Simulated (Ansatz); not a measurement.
Pb (fcc, Cu type)

```yaml
crystal:
  lattice:
    - [0.00000, 2.51696, 2.51696]
    - [2.51696, 0.00000, 2.51696]
    - [2.51696, 2.51696, 0.00000]
  atoms:
    - { symbol: Pb, position: [0.00000, 0.00000, 0.00000] }
```

The slice is a {100} plane (indices of the conventional cell) through the point (0.000, 0.000, 0.000) (fractional), spanned by u = [100] and v = [0 1 -1] in vectors of this cell: u (3.56 Å) and v (3.56 Å, at 90° to u). It covers one period; positions are fractions (u, v).

All values below come from PBE (plane waves to 420 eV, PAW, scalar-relativistic; Ansatz, a first-principles code). k mesh 16×16×16. These are valence fields of a PAW run, semicore shells included where kept as valence: close to a nucleus they are smooth pseudo fields. Pb was relaxed with its symmetry unable to fall. Spin-orbit coupling is left out, though Pb is heavy. The relaxed volume of Pb is well above the measured one; the method has no dispersion term.

What is the ELF at the midpoint of the shortest Pb–Pb line in this plane (3.56 Å)?

0.21.

What is the valence density on the shortest Pb–Pb line in this plane (3.56 Å), at its midpoint?

0.11 e/Å³.

Predict the map of the electrostatic potential energy of an electron, from the cell's mean on the slice.


| v \ u | 0.00 | 0.12 | 0.25 | 0.38 | 0.50 | 0.62 | 0.75 | 0.88 |
|---|---|---|---|---|---|---|---|---|
| 0.88 | x | x | x | 3.8 | 6.5 | 3.8 | x | x |
| 0.75 | x | x | 1.3 | 6.1 | 7.4 | 6.1 | 1.3 | x |
| 0.62 | 2.6 | 3.8 | 6.1 | 7.6 | 8.1 | 7.6 | 6.1 | 3.8 |
| 0.50 | 6.1 | 6.5 | 7.4 | 8.1 | 8.4 | 8.1 | 7.4 | 6.5 |
| 0.38 | 2.6 | 3.8 | 6.1 | 7.6 | 8.1 | 7.6 | 6.1 | 3.8 |
| 0.25 | x | x | 1.3 | 6.1 | 7.4 | 6.1 | 1.3 | x |
| 0.12 | x | x | x | 3.8 | 6.5 | 3.8 | x | x |
| 0.00 | x | x | x | 2.6 | 6.1 | 2.6 | x | x |

Values: electrostatic potential energy of an electron, from the cell's mean, in eV. Points within 1 Å of a nucleus are blanked (x), as the pseudised field means little there. Values under 0 eV are set to 0. The zero, the cell's mean, hangs on the PAW cores.
